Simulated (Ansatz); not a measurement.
MgO:
```
MgO
1.0
    0.00000     2.10211     2.10211
    2.10211     0.00000     2.10211
    2.10211     2.10211     0.00000
O Mg
1 1
Direct
  0.00000   0.00000   0.00000
  0.50000   0.50000   0.50000
```

Relaxed with r²SCAN. Special points in fractions of this cell's reciprocal vectors: Γ (0.000, 0.000, 0.000); X (0.500, 0.000, 0.500); U (0.625, 0.250, 0.625); K (0.375, 0.375, 0.750); L (0.500, 0.500, 0.500); W (0.500, 0.250, 0.750).

List the band energies nearest the valence-band maximum at these points for DFT-r²SCAN in the program Ansatz with PAW potentials.

In eV from the valence-band maximum; about four levels below and three above (degenerate sets whole), none deeper than 8.9 eV; … stands for higher levels left out; points with the same levels are listed once.

| k | below | above |
|---|---|---|
| Γ | 0.00 0.00 0.00 | 5.69 … |
| X | -4.09 -1.37 -1.37 | 10.05 … |
| U | -3.50 -2.71 -1.17 | 11.10 … |
| L | -4.63 -0.68 -0.68 | 8.86 … |
| W | -2.96 -2.96 -1.78 | … |

Space group Fm-3m (rock salt). Symmetry was held in the r²SCAN relaxation.

Potentials: the later of the program's two PAW sets.
